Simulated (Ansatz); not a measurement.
LuBPd₃:
```
LuBPd3
1.0
    4.25361     0.00000     0.00000
    0.00000     4.25361     0.00000
    0.00000     0.00000     4.25361
Pd Lu B
3 1 1
Direct
  0.00000   0.50000   0.50000
  0.50000   0.00000   0.50000
  0.50000   0.50000   0.00000
  0.00000   0.00000   0.00000
  0.50000   0.50000   0.50000
```

Relaxed with r²SCAN.

**Question.** Give the Bader charges and basin volumes of the independent atoms, r²SCAN in the plane-wave PAW code Ansatz.

**Answer.** 

```
atom  Bader charge (e)  Bader volume (Å³)
----  ----------------  -----------------
Pd1              -0.61               18.6
Lu4              +1.83               14.0
B5               +0.01                7.0
```

Space group Pm-3m (cubic perovskite). The workflow started from an entry of the Crystallography Open Database (COD). Whether it is the stable phase at ambient conditions was not checked. The r²SCAN relaxation kept the symmetry of its start; its stability against distortions is not shown here. The run is not spin-polarised. Scalar-relativistic: spin–orbit coupling is off unless named, which matters more the heavier the elements.

Potentials: the later of the program's two PAW sets.
